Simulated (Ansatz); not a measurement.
# Structure relaxation, TiB$_{2}$

The start is a randomly generated symmetric cell of TiB2 (space group No. 123). Cell shape, volume and atoms are optimised at zero target pressure with PBE (plane waves to 420 eV, PAW, scalar-relativistic; Ansatz, a program for electronic structure). First-step values are on the input's coarse k-mesh.

Ansatz input (later rounds restart from its end on a renewed k-mesh):
Ansatz 0.2 input:
```yaml
crystal:
  lattice:
    - [2.9685909, 0, 0]
    - [0, 2.9685909, 0]
    - [0, 0, 3.6987673]
  atoms:
    - { symbol: B, position: [0, 0.5, 0.5] }
    - { symbol: B, position: [0.5, 0, 0.5] }
    - { symbol: Ti, position: [0, 0, 0] }
basis: { ecutwfc: 420, ecutrho_ratio: 4, xc_grid: 2, fft_grid_basis: typed }
kpoints: { mp_grid: { grid: [8, 8, 6] } }
hamiltonian:
  xc: pbe
  dispersion: none
  pseudopotentials: { azcp: { folder: ./paw }, kind: paw }
scf: { occupations: { method: fermi_dirac, width: 0.05 } }
relax: { f_tol: 0.01, max_steps: 100, cell: { stress_tol: 0.02 } }
output: { forces: true, stress: true }
```

| Item | Value |
|---|---|
| Initial pressure | -13 GPa (negative: the cell is under tension) |
| Outcome | The space group stays P4/mmm (No. 123) (the run could not lower it), with 3 atoms in the primitive cell |
| Energy released | 0.05 eV/atom |
| Shortest distances (start → end) | The closest pairs of elements (up to four, under 3.6 Å), start → end: B–B 2.10 → 2.09 Å; B–Ti 2.37 → 2.28 Å; Ti–Ti 2.97 → 2.95 Å |
| Optimiser moves | 9 |

The end point of the relaxation:

Space group P4/mmm (No. 123); a = b = 2.9521 Å, c = 3.4814 Å, α = β = γ = 90.00°

```json
[
 {"atom": "B", "site": "2e", "symmetry": "mmm.", "x": "0.0000", "y": "0.5000", "z": "0.5000"},
 {"atom": "Ti", "site": "1a", "symmetry": "4/mmm", "x": "0.0000", "y": "0.0000", "z": "0.0000"}
]
```

Final values are on a 16×16×13 k-mesh of the relaxed cell. No spin polarisation in the result.

The run could not lose the symmetry of its start: the end is stationary, and may be a saddle point rather than a minimum.

All atoms sit on sites fixed by symmetry, so only the cell could relax.

The relaxed structure here is a generated cell of TiB2: the first start was made by a random draw of sites in a space group, and the end was not matched to a known phase here, so it may be hypothetical. Known forms of TiB2 include space group No. 191.
